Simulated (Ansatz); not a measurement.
A band-structure calculation of B3As2N as one 6-atom ordering on the zincblende lattice with Ansatz, at the level PBE. The cell was relaxed beforehand with r2SCAN.

```yaml
crystal:
  lattice:
    - [-1.5705983282, 1.5705983282, 6.6409477669]
    - [1.5705983282, -1.5705983282, 6.6409477669]
    - [1.5705983282, 1.5705983282, -6.6409477669]
  atoms:
    - { symbol: "N", position: [0.0, 0.0, 0.0] }
    - { symbol: B, position: [0.5637044461, 0.0637044461, 0.5] }
    - { symbol: As, position: [0.6574701365, 0.6574701365, 0.0] }
    - { symbol: B, position: [0.25, 0.75, 0.5] }
    - { symbol: As, position: [0.3425298635, 0.3425298635, 0.0] }
    - { symbol: B, position: [0.9362955539, 0.4362955539, 0.5] }
kpoints:
  mp_grid: { grid: [12, 12, 12] }
  band_path:
    path:
      - [[0.0, 0.0, 0.0], [1.58181298225e-17, -1.58181298225e-17, 0.5], [0.25, 0.25, 0.25], [1.57169051925e-17, 0.5, -1.57169051925e-17], [0.0, 0.0, 0.0], [0.5, 0.5, -0.5], [0.2639833150166, 0.7360166849834, -0.2639833150166]]
      - [[-0.2639833150166, 0.2639833150166, 0.2639833150166], [0.0, 0.0, 0.0]]
      - [[1.58181298225e-17, -1.58181298225e-17, 0.5], [-0.02796663003329, 0.02796663003329, 0.5]]
      - [[0.5, 0.5, -0.02796663003329], [0.5, 0.5, -0.5]]
    npoints: 10
hamiltonian:
  xc: pbe
scf:
  occupations: { method: fermi_dirac, width: 0.02 }
  n_extra_bands: 5
output:
  forces: true
  stress: true
  eigenvalues: true
```

The output follows, shortened, with numbered blanks.
```
scf.n_extra_bands = 5 over 22 filled bands (N_el = 44.0): the run solves 27 bands
Pseudopotential: N, paw, valence charge 5, recommended cutoff 420 eV (normal)
Pseudopotential: B, paw, valence charge 3, recommended cutoff 420 eV (normal)
Pseudopotential: As, paw, valence charge 15, recommended cutoff 420 eV (normal)
Functional definition: PBE
Crystal: 6 atoms, lattice volume = 65.527 Å³
Basis set: ecut = 420 eV, 1275 PW (Γ), FFT grids on a1+a3, a2+a3, a3
[1]
SCF 1 converged in 7 iterations: F = -10563.034935 eV  dr2 = 5.12e-8
SCF converged after 7 iterations
Free energy (F): -10563.034935 eV
Internal energy: -10563.034929 eV  (E = F + TS)
E sigma→0 (E₀):  -10563.034932 eV
Entropy (-TS):   -0.000006 eV (-0.001 meV/atom)
[2]
--- Per-component energies (eV) ---
  E_band       = -373.668158
  E_kinetic    = 482.089523
  E_local      = -3614.106416
  E_nonlocal   = -1260.254229
  E_hartree    = 1967.014797
  E_xc         = -315.115635
  E_vxc        = -349.947365
  E_paw        = -4034.847256
  E_vpaw       = 434.522532
  E_ewald      = -3787.815811
  E_smearing   = -0.000006
--- Forces (eV/Å), atoms counted from 1 ---
[3]
--- Stress (GPa, compression-positive) ---
[4]
--- Band table (eV; the first three rows and the last of 163) ---
[5]
```

The rows of the band table are 0: (0, 0, 0) = Γ, 1: (0, 0, 0.083), 2: (0, 0, 1/6), 162: (-1/2, -1/2, -1/2) = M.

Task: Give the withheld lines. They hold the Fermi energy and the band table, the forces, the stress, the symmetry found.

Result:
```
[1]
Symmetry: 8 space group operations
Space group: I-4m2 (ITA 119)
[2]
Fermi energy:    11.933272 eV
[3]
  atom   1  N       0.00000      0.00000      0.00000
  atom   2  B       0.00000      0.00000    -0.22014
  atom   3  As      0.00000      0.00000      0.01887
  atom   4  B       0.00000      0.00000      0.00000
  atom   5  As      0.00000      0.00000    -0.01887
  atom   6  B       0.00000      0.00000      0.22014
[4]
        2.164175       0.000000       0.000000
        0.000000       2.164175       0.000000
        0.000000       0.000000       2.901882
  P = ⅓ Tr σ = 2.4101 GPa (24.101 kbar)
[5]
  k-point 0: bands = […, 6.1232, 8.8546, 8.8546, 10.9744, 11.8372, 11.8372, 12.0125, 13.9908, 15.2407, 15.3366, …]
  k-point 1: bands = […, 6.3847, 8.3085, 8.5781, 10.5366, 11.1156, 11.1783, 12.6636, 14.5106, 15.2974, 15.9183, …]
  k-point 2: bands = […, 6.4208, 7.7004, 8.2600, 9.5529, 9.5693, 10.0891, 13.8794, 14.8781, 15.6769, 16.7632, …]
  k-point 162: bands = […, 8.1344, 9.2892, 9.4513, 9.4513, 10.8478, 10.8478, 12.4642, 13.8347, 14.7748, 14.8404, …]
```
Only the leading digits can be foreseen; the rest is this run's record.

The PBE gap is direct at Γ: 0.18 eV. The mean pressure at these positions is +2.41 GPa, compression counted positive. The largest force is 0.22 eV/Å.

Run as `ansatz run input.yaml --threads 4 --pin off --max-ram 6451MiB --backend cpu --events-out ev --progress --plain --runs-dir out`. It took 8.4 s on 4 threads of Arm Neoverse V2 (shared host), load about 0.5 per core; peak host memory 0.5 GiB.

Values at 0 K without nuclear motion; spin polarisation is off, and the phase may be a hypothetical one.

The runs are scalar-relativistic, without spin-orbit coupling.
